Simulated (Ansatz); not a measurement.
SrAg₄Sb₂ in space group R-3m (No. 166; Sr on 3a, Ag on 6c, Ag on 6c, Sb on 6c), plane-wave PAW r²SCAN (Ansatz code), all energies at zero smearing, with the estimated change up to a 700 eV cutoff added, with one set of potentials and settings (totals compare only within such a set). Cell of 7 atoms (1 Sr, 4 Ag, 2 Sb): -46971.697 eV.

| element | reference phase | E (eV/atom) |
|---|---|---|
| Sr | P6_3/mmc, 2 atoms in the cell | -3555.1144 |
| Ag | R-3m, 3 atoms in the cell | -7603.9440 |
| Sb | R-3m, 2 atoms in the cell | -6499.1272 |

Formation energy per atom, worked out: (-46971.697 − 1×(-3555.1144) − 4×(-7603.9440) − 2×(-6499.1272))/7 = -0.365 eV/atom (-35 kJ per mol of atoms), at 0 K, without zero-point energy or fitted corrections.

The workflow started from an entry of the Crystallography Open Database (COD, 295 K). Whether it is the stable phase at ambient conditions was not checked. Symmetry was held in the r²SCAN relaxation; whether a distortion lowers the energy is not shown. The run is not spin-polarised. The references are the lowest solids computed at this level, not always the standard phases. Scalar-relativistic: spin–orbit coupling is off unless named, which matters more the heavier the elements.

Potentials: the later of the program's two PAW sets.
